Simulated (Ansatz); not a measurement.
CaZn2Ge2 under strain

Method: DFT r2SCAN, scalar-relativistic, plane waves, PAW (Ansatz). Settings: 500 eV cutoff, 8×8×4 k-mesh, Gaussian smearing of 0.10 eV, no spin polarisation.

Starting point, cell and atoms relaxed:

```
Ca Zn Ge
1.0
     4.25359    0.00000    0.00000
     0.00000    4.25359    0.00000
     0.00000    0.00000   10.59700
Ca Zn Ge
2 4 4
Cartesian
  0.0000 0.0000 0.0000
  2.1268 2.1268 5.2985
  0.0000 2.1268 2.6493
  2.1268 0.0000 2.6493
  2.1268 0.0000 7.9478
  0.0000 2.1268 7.9478
  0.0000 0.0000 4.0561
  2.1268 2.1268 1.2424
  2.1268 2.1268 9.3546
  0.0000 0.0000 6.5409
```

Deformation: biaxial strain in the a-b plane, with the length and tilt of c and the atoms relaxed, all within the symmetry that the strain leaves. Energies are extrapolated to zero smearing. Stress is positive in compression, on the Cartesian axes of the cell above.

```csv
strain (%),ΔE (meV/atom),a (Å),b (Å),c (Å),σxx (GPa),σyy (GPa),σzz (GPa)
-6.0,47.5,3.998,3.998,11.294,7.21,7.21,0.01
-4.0,20.3,4.083,4.083,11.107,3.95,3.95,0.01
-2.0,?,4.169,4.169,?,?,?,?
+0.0,0.0,4.254,4.254,10.597,-0.04,-0.04,0.08
+2.0,?,4.339,4.339,?,?,?,?
+4.0,21.6,4.424,4.424,10.294,-4.15,-4.15,0.00
+6.0,45.5,4.509,4.509,10.143,-5.58,-5.58,-0.01
```

Question: Fill in the row at -2.0 %.

Answer: ΔE 6.0 meV/atom; c 10.792 Å; σxx 2.31 GPa; σyy 2.31 GPa; σzz 0.00 GPa.

Question: Fill in the row at +2.0 %.

Answer: ΔE 6.0 meV/atom; c 10.448 Å; σxx -2.29 GPa; σyy -2.29 GPa; σzz 0.01 GPa.

Cost: 7 runs of about 25 core-minutes in all, on Oxide Virtual Turin-like Processor (Zen 5) (shared hosts).